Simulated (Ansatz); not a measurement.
Given:

Hf$_{3}$Si$_{2}$:
```xyz
10
Lattice="6.9947 0.0000 0.0000 0.0000 6.9947 0.0000 0.0000 0.0000 3.6679" Properties=species:S:1:pos:R:3 pbc="T T T"
Hf     4.7081     5.7839     1.8340
Hf     2.2866     1.2107     1.8340
Hf     1.2107     4.7081     1.8340
Hf     5.7839     2.2866     1.8340
Hf     3.4973     3.4973     0.0000
Hf     0.0000     0.0000     0.0000
Si     4.3626     0.8653     0.0000
Si     2.6321     6.1294     0.0000
Si     6.1294     4.3626     0.0000
Si     0.8653     2.6321     0.0000
```

This is the r²SCAN-relaxed structure.

Problem. All from r²SCAN in the plane-wave PAW code Ansatz, unless another level is named. Predict the electronic character.

Solution. metallic (no gap).

Problem. Predict the density of states at the Fermi level.

Solution. 0.62 states/eV per atom (mean over ±0.08 eV).

Problem. Predict the formation energy from the elements (no fitted shifts).

Solution. -81 kJ/mol-atom.

Problem. Predict the gap with spin–orbit coupling.

Solution. none (metallic).

Space group P4/mbm. The first step of the workflow began from a Materials Project structure, measured or hypothetical; the Crystallography Open Database copy checked does not list it. Whether it is the stable phase at ambient conditions was not checked. The r²SCAN relaxation kept the symmetry of its start; whether a distortion lowers the energy is not shown. The run is not spin-polarised. The references are the lowest solids computed at this level, not always the standard phases. Spin–orbit coupling is left out wherever it is not named.

Potentials: the later of the program's two PAW sets.
